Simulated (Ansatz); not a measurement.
ReS2:
```xyz
6
Lattice="5.1393 0.0000 0.0000 0.0000 5.8593 0.0000 0.0000 0.0000 3.2235" Properties=species:S:1:pos:R:3 pbc="T T T"
Re     0.0000     0.0000     0.0000
Re     2.5697     2.9296     1.6118
S      1.0111     2.1232     0.0000
S      3.5808     0.8065     1.6118
S      1.5585     5.0528     1.6118
S      4.1282     3.7361     0.0000
```

Relaxed with PBE. Special points in fractions of this cell's reciprocal vectors: Γ (0.000, 0.000, 0.000); X (0.500, 0.000, 0.000); S (0.500, 0.500, 0.000); Y (0.000, 0.500, 0.000); Z (0.000, 0.000, 0.500); U (0.500, 0.000, 0.500); R (0.500, 0.500, 0.500); T (0.000, 0.500, 0.500).

List the band energies nearest the Fermi level at these points for PBE (plane waves, PAW; program Ansatz).

In eV from the Fermi level; about four levels below and three above (degenerate sets whole), none deeper than 8.9 eV; points with the same levels are listed once.

```csv
k,below,above
Γ,-0.79 -0.47 -0.31 -0.10,2.98 4.02 4.08
X,-2.37 -2.37 -1.92 -1.92,0.39 0.39 1.19 1.19
S,-1.44 -1.44 -0.97 -0.97,1.58 1.58 3.28 3.28
Y,-2.23 -2.23 -1.74 -1.74,0.24 0.24 0.91 0.91
Z,-2.67 -2.67 -1.14 -1.14,0.99 0.99 1.38 1.38
U,-1.13 -1.13 -0.49 -0.49,1.00 1.00 3.12 3.12
R,-2.69 -2.69 -1.12 -1.12,0.26 0.26 1.00 1.00
T,-3.35 -3.35 -2.41 -2.41,0.73 0.73 1.28 1.28
```

Space group Pnnm. The cell is a constructed one: a structure type filled with these elements; neither database checked (COD, Materials Project) lists it. Whether it is the stable phase at ambient conditions was not checked. The cell was relaxed with PBE under the symmetry of its start; whether a distortion lowers the energy is not shown. The run is not spin-polarised. Scalar-relativistic: spin–orbit coupling is off unless named, which matters more the heavier the elements.

Potentials: the later of the program's two PAW sets.
